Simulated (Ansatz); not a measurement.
Profile along the N–Zr line in ZrN (rock salt)

ZrN (rock salt), conventional cell a = 4.595 Å, b = 4.595 Å, c = 4.595 Å, α = 90.00°, β = 90.00°, γ = 90.00°. The calculation uses the primitive cell of 2 atoms, to which meshes and values per cell refer.

Fields along a shortest N–Zr line of a {110} plane (2.30 Å), from N to Zr, interpolated on the slice's grid (step about 0.2 Å). Computed with PBE (plane waves to 420 eV, PAW, scalar-relativistic; Ansatz, an electronic-structure program). k mesh 17×17×17. Inside the PAW spheres the values are not all-electron values, and peaks at nuclei hang on which shells count as valence. The PAW data are Ansatz's earlier set. ZrN is run without spin polarisation. ZrN was relaxed with its symmetry unable to fall.

```tsv
distance from N (Å)	valence electron density (e/Å³)	electron localisation function
0.00	3.30	x
0.23	3.45	x
0.46	2.57	x
0.69	1.19	0.81
0.92	0.59	0.53
1.15	0.45	0.16
1.38	0.86	0.38
1.61	2.28	0.75
1.84	3.97	x
2.07	4.07	x
2.30	3.46	x
```

x: too close to a nucleus for the ELF to mean much.

Density on the N–Zr line (2.30 Å) at its density minimum, 1.1 Å from N: 0.44 e/Å³. ELF at that point: 0.2.
